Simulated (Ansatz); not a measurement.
System: Ag (fcc type), 1 atom in the cell.

```xyz
1
Lattice="0.0000 2.0724 2.0724 2.0724 0.0000 2.0724 2.0724 2.0724 0.0000" Properties=species:S:1:pos:R:3 pbc="T T T"
Ag    0.0000    0.0000    0.0000
```

Code and potentials: Ansatz PAW hard set, 700 eV. Settings of the plain PBE run: k-mesh 4×4×4 Γ-centred; Fermi–Dirac smearing of 0.15 eV; no spin polarisation.

Plain PBE gives:

```json
{"Pressure": "0.98 GPa"}
```

Task: What changes under PBE with spin–orbit coupling?

Result: The pressure goes down by 0.13 GPa to 0.85 GPa.

The stress includes the program's correction for the finite plane-wave basis.

The k-mesh is coarse, so these values belong to this mesh and can lie far from the converged ones.
